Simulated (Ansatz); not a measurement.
The geometry is COD entry 9014557, unchecked; take it as a test cell. The listed cell was then made from it by scaling, straining or moving an atom.

An input for PbF2: DFT, LDA, all-electron PAW with datasets made for the crystal, scalar-relativistic (Ansatz 0.2.0).

Command: `ansatz run input.yaml --threads 1 --pin off --max-ram 4096MiB --backend cpu --events-out ev --progress --plain --runs-dir out` The run took 8.1 s on 1 thread of Arm Neoverse V1, with other jobs on the host, peak memory 0.52 GiB.

```yaml
crystal:
  lattice:
    - [0.0, 2.9995485, 2.96985]
    - [2.9995485, 0.0, 2.96985]
    - [2.9995485, 2.9995485, 0.0]
  atoms:
    - { symbol: Pb, position: [0.0, 0.0, 0.0] }
    - { symbol: F, position: [0.25, 0.25, 0.25] }
    - { symbol: F, position: [0.75, 0.75, 0.75] }
kpoints:
  mp_grid: { grid: [7, 7, 7] }
scf:
  occupations: { method: fermi_dirac, width: 0.03 }
hamiltonian:
  xc: lda
  pseudopotentials: { kind: all_electron, datasets: crystal }
output:
  forces: true
  stress: true
  eigenvalues: true
  efg: { contact_densities: true }
```

Set-up and iterations as logged by Ansatz (the results part is left out, to be predicted):

```
hamiltonian.pseudopotentials.datasets: crystal makes datasets for this crystal and solves the spheres of its atoms anew in each pass: cutoff 260.0 eV, the density's 1040.0 eV; for an error of 0.50 meV an atom under PBE, 1.5 meV for the cell; an energy difference from a run of another recipe may be off by several times the error for the cell, under r2SCAN by more, where some 0.1 meV an atom stays at smaller errors; F in spheres of 1.212 Å, 7 of its electrons in bands; Pb in spheres of 1.376 Å, 14 of its electrons in bands, 8 on its site; only band paths and densities of states list, in semicore columns, the levels of the semicore shells that are solved separately: 5s of Pb, 5p of Pb
Engine: ansatz 0.2.0
Pseudopotentials: kind: all_electron
Pseudopotential: Pb, paw, valence charge 22, recommended cutoff 260 eV (normal), Koelling and Harmon's equation, gaussian nucleus
Pseudopotential: F, paw, valence charge 7, recommended cutoff 260 eV (normal), Koelling and Harmon's equation, gaussian nucleus
Functional definition: SPW92
  exchange = slater_x
  correlation = pw_c
Crystal: 3 atoms, lattice volume = 53.441 Å³
Basis set: ecut = 260 eV, 531 PW (Γ)
Bands: 18, of which v1, the nominal top of the filled ones, is band 14 counted from 1 (13 counted from 0)
Symmetry: 16 space group operations
Space group: I4/mmm (ITA 139), of the structure as read, at distance tolerance 3.8e-5 Å
k-points: 40 of 343
Non-local potential: Pb, projectors of the file, l = 0: 1, l = 1: 1, l = 2: 2
Non-local potential: F, projectors of the file, l = 0: 2, l = 1: 2
PAW form: soft (Blöchl's): semilocal exchange-correlation on the pseudo side does not see the compensation charge
PAW one-centre angular grid: Pb, 590 points (default); XC on its mesh's 1809 points in the sphere
PAW one-centre angular grid: F, 110 points (default); XC on its mesh's 1993 points in the sphere
Initial density: superposition of atomic densities (neutral atoms: chi_scale 0, normalization atom)
Initial wavefunctions: pseudopotential atomic-orbital guess
Functional: x = slater, c = lda
iter 1 solved again at ethr=1.77e-2 eV; its pass at ethr=1.00e-1 eV (dr2=4.97e0 eV) is discarded
SCF iter   1: F=—  HF=-573174.218116 eV  |F-HF|=—  |Δ(HF+E_count)|=         —  Δρ=8.86e-2  dr2=4.95e0  ethr=1.77e-2  ⟨swp⟩=2.0  Hψ=3381  notcnv=0
SCF iter   2: F=—  HF=-573173.161660 eV  |F-HF|=—  |Δ(HF+E_count)|=    1.06e0  Δρ=5.66e-2  dr2=1.18e0  ethr=1.77e-2  ⟨swp⟩=3.0  Hψ=1924  notcnv=0  defer=1
SCF iter   3: F=—  HF=-573172.558449 eV  |F-HF|=—  |Δ(HF+E_count)|=   6.03e-1  Δρ=1.26e-2  dr2=1.22e-1  ethr=4.20e-3  ⟨swp⟩=3.0  Hψ=1887  notcnv=0
iter 4 solved again at ethr=2.35e-5 eV; its pass at ethr=4.35e-4 eV (dr2=6.57e-3 eV) is discarded
SCF iter   4: F=—  HF=-573172.533740 eV  |F-HF|=—  |Δ(HF+E_count)|=   2.47e-2  Δρ=3.56e-3  dr2=6.47e-3  ethr=2.35e-5  ⟨swp⟩=2.0  Hψ=3211  notcnv=0
SCF iter   5: F=—  HF=-573172.531541 eV  |F-HF|=—  |Δ(HF+E_count)|=   2.20e-3  Δρ=7.68e-4  dr2=3.23e-4  ethr=2.31e-5  ⟨swp⟩=3.0  Hψ=1473  notcnv=0
SCF iter   6: F=—  HF=-573172.531425 eV  |F-HF|=—  |Δ(HF+E_count)|=   1.16e-4  Δρ=5.01e-5  dr2=1.39e-6  ethr=1.15e-6  ⟨swp⟩=3.0  Hψ=1781  notcnv=0
SCF iter   7: F=—  HF=-573172.531425 eV  |F-HF|=—  |Δ(HF+E_count)|=   3.41e-7  Δρ=2.25e-5  dr2=1.73e-7  ethr=4.98e-9  ⟨swp⟩=3.0  Hψ=1719  notcnv=0
SCF iter   8: F=-573172.531425 eV  HF=-573172.531425 eV  |F-HF|=2.01e-8  |Δ(HF+E_count)|=   5.95e-8  Δρ=6.28e-6  dr2=2.18e-8  ethr=6.17e-10  ⟨swp⟩=3.0  Hψ=1587  notcnv=0
```

Task: What pressure will this run report?

Result: -6.10 GPa (positive in compression).
